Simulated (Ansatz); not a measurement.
PbI2 (fluorite, Fm-3m), PBE (plane waves, PAW; program Ansatz), all energies at zero smearing, with the estimated change up to a 700 eV cutoff added, with one set of potentials and settings (totals compare only within such a set). Cell of 3 atoms (1 Pb, 2 I): -26933.890 eV.

```csv
element,reference phase,E (eV/atom)
Pb,"Fm-3m, 1 atoms in the cell",-11906.4191
I,"Cmce, 4 atoms in the cell",-7512.9095
```

Formation energy per atom, worked out: (-26933.890 − 1×(-11906.4191) − 2×(-7512.9095))/3 = -0.551 eV/atom (-53 kJ per mol of atoms), at 0 K, without zero-point energy or fitted corrections.

The cell is a constructed one: a structure type filled with these elements; neither database checked (COD, Materials Project) lists it. It is not the phase usual at ambient conditions (space group No. 164). Symmetry was held in the PBE relaxation; its stability against distortions is not shown here. The references are the lowest solids computed at this level, not always the standard phases. Spin–orbit coupling is left out wherever it is not named.

Potentials: the later of the program's two PAW sets.
